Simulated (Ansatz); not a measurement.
**Question.** Name crystals whose computed values (DFT-PBEsol in the program Ansatz with PAW potentials) fall in these windows: B₀ by P(V) fit (GPa) 50 to 62; Θ_D (K) 150 to 220; G_Hill (GPa) 16 to 21.

**Answer.** 

```tsv
crystal	B₀ by P(V) fit (GPa)	Θ_D (K)	G_Hill (GPa)
Sn, β-Sn type	56.2	180	19.1
```
Others may fit too.

The cell was relaxed under the symmetry of its start. Scalar-relativistic: spin–orbit coupling is off unless named, which matters more the heavier the elements.

Potentials: the earlier of the program's two PAW sets. The files were generated under PBE; for other functionals the program regenerates the frozen cores, and for LDA and PBEsol the local potential too.
